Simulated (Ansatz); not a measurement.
K2ICl as one 4-atom ordering (R-3m) on the rocksalt lattice, relaxed with r2SCAN in Ansatz. The symmetry is R-3m (No. 166, trigonal); conventional cell a = 4.715 Å, c = 23.291 Å, 37.37 Å³ an atom. Cl is surrounded by 6 K at 3.21 Å; I is surrounded by 6 K at 3.48 Å; K is surrounded by 3 Cl at 3.21 Å and 3 I at 3.48 Å.

The axes x, y and z are those of this cell:
```xyz
4
Lattice="2.3574 1.3611 7.7636 -2.3574 1.3611 7.7636 0.0000 -2.7221 7.7636" Properties=species:S:1:pos:R:3 pbc="T T T"
Cl    2.3574    1.3611    7.7636
I     0.0000    0.0000   11.6454
K     0.0000    0.0000    6.0543
K     0.0000    0.0000   17.2365
```

Unstrained: The PBE gap is direct at Γ: 3.808 eV. With r2SCAN the gap is 4.384 eV and direct, at Γ. With HSE06 the gap is 4.817 eV and direct, at Γ. Meshes: PBE 6×6×6, r2SCAN 6×6×6, HSE06 4×4×4. Strains are changes of length per length. After each strain the atoms were relaxed again with r2SCAN within the symmetry that the strain leaves, so tilts or polar shifts that break it weren't tested; points keep the names that they have in the unstrained zone. Note: simulated data, non-magnetic, for a generated structure that need not be the stable one.

Q: For epitaxial +3.93 % in the xy plane, how far does the free direction move, and what happens to the gap?

A: The normal strain at zero normal stress is -4.54 %, 1.16 of the in-plane strain with the sign turned. PBE: the gap goes from 3.808 to 3.914 eV (+0.106 eV); with r2SCAN the top three valence levels at Γ, grouped 2+1 from the top over 614 meV, become 2+1 over 321 meV. r2SCAN: the gap goes from 4.384 to 4.507 eV (+0.123 eV). HSE06: the gap goes from 4.817 to 4.932 eV (+0.115 eV).

Q: Estimate what isotropic +3.65 % on every length does to the gap.

A: PBE: the gap goes from 3.808 to 3.616 eV (-0.192 eV); with r2SCAN the top three valence levels at Γ, grouped 2+1 from the top over 614 meV, become 2+1 over 531 meV. r2SCAN: the gap goes from 4.384 to 4.190 eV (-0.194 eV). The r2SCAN energy rises by 17.8 meV an atom.

No spin-orbit coupling is included; it can move band edges with weight on the heavy atoms by tenths of an eV.

The splittings at Γ are without spin-orbit coupling, which exceeds them in such compounds, regroups them and changes the shifts of the gap.
